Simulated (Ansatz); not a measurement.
The start is a relaxed Te cell with every coordinate shifted by Gaussian noise of σ = 0.2 Å. Cell shape, volume and atoms are optimised at zero target pressure with PBEsol (plane waves to 420 eV, PAW, scalar-relativistic; Ansatz, an electronic-structure program). The first steps use a coarse 6×6×4 k-mesh.

Initial structure:
```
CELL_PARAMETERS angstrom
      4.31692     0.00000     0.00000
     -2.15846     3.73856     0.00000
      0.00000     0.00000     5.95543
ATOMIC_POSITIONS crystal
  Te 0.27293 0.00486 0.31562
  Te 0.88601 0.21544 0.69932
  Te 0.68571 0.67701 0.03345
```

**Question.** How much energy is released per atom?

**Answer.** 0.12 eV/atom.

**Question.** Is the parent structure recovered?

**Answer.** It returns to the parent structure, P3₁21 (No. 152).

**Question.** How do the shortest distances between atoms change?

**Answer.** The closest pairs of elements (up to four, under 3.6 Å), start → end: Te–Te 2.77 → 2.91 Å.

**Question.** What band gap does the relaxed structure have at this level?

**Answer.** Zero (the bands touch at this level, without spin-orbit coupling). The gap comes from the SCF mesh and the high-symmetry points alone.

Final structure:

```cif
data_Te3
_chemical_formula_sum 'Te3'
_space_group_name_H-M_alt 'P3121'
_space_group_IT_number 152
_space_group_name_Hall 'P 31 2"'
_cell_length_a 4.31684
_cell_length_b 4.31684
_cell_length_c 5.95554
_cell_angle_alpha 90.000
_cell_angle_beta 90.000
_cell_angle_gamma 120.000
loop_
_atom_site_label
_atom_site_type_symbol
_atom_site_symmetry_multiplicity
_atom_site_Wyckoff_symbol
_atom_site_fract_x
_atom_site_fract_y
_atom_site_fract_z
_atom_site_occupancy
Te1 Te 3 a 0.71584 0.71584 0.00000 1
```

Final values are on a 13×13×8 k-mesh of the relaxed cell. No spin polarisation in the result. Without spin-orbit coupling the bands of the heavy element are not split, so the gap can be far off.
